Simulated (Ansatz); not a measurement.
Starting cell, Si (diamond):

```
CELL_PARAMETERS angstrom
      0.00000     2.73515     2.73515
      2.73515     0.00000     2.73515
      2.73515     2.73515     0.00000
ATOMIC_POSITIONS crystal
  Si 0.50000 0.50000 0.50000
  Si 0.75000 0.75000 0.75000
```

In this cell atom 2 (Si, nearest neighbour Si at 2.369 Å; its periodic images, 3.9 Å or more away, move with it) is moved by s along Cartesian x, unit vector (1.000, 0.000, 0.000); all other atoms and the cell stay fixed.

Calculation: PBE (plane waves to 420 eV, PAW, scalar-relativistic; Ansatz, an electronic-structure program). k mesh 8×8×8 (Γ-centred), Fermi-Dirac smearing 0.05 eV. As the smearing reaches across the gap at some points, energies and forces of such displacements shift with the k mesh and the smearing. F∥ is the force on the atom along that direction. Si was relaxed with its symmetry unable to fall. 

| s (Å) | F∥ (eV/Å) |
|---|---|
| -0.710 | 5.104 |
| -0.568 | 4.988 |
| -0.426 | 4.456 |
| -0.284 | 3.283 |
| -0.142 | 1.789 |
| 0.000 | 0.000 |
| 0.142 | -1.789 |
| 0.284 | -3.283 |
| 0.426 | -4.456 |
| 0.568 | -4.988 |
| 0.710 | -5.104 |

**Question.** What is the force constant k = d²E/ds² of this move at s = 0?

**Answer.** 12.9 eV/Å². The forces along the line at the two nearest points give (1.789 − (-1.789)) / (2·0.142) = 12.60 eV/Å²; the next pair corrects for the finite step.

**Question.** With two atoms in the cell this is the zone-centre optical mode. What wavenumber follows?

**Answer.** 501 cm⁻¹. Reduced mass μ = 14.04 u; ν̃ = 521.5·√(k/μ) with k = 12.95 eV/Å².

(For displaced atoms, the force is minus the slope of the energy, and its curvature is a force constant, which sets phonon frequencies.)
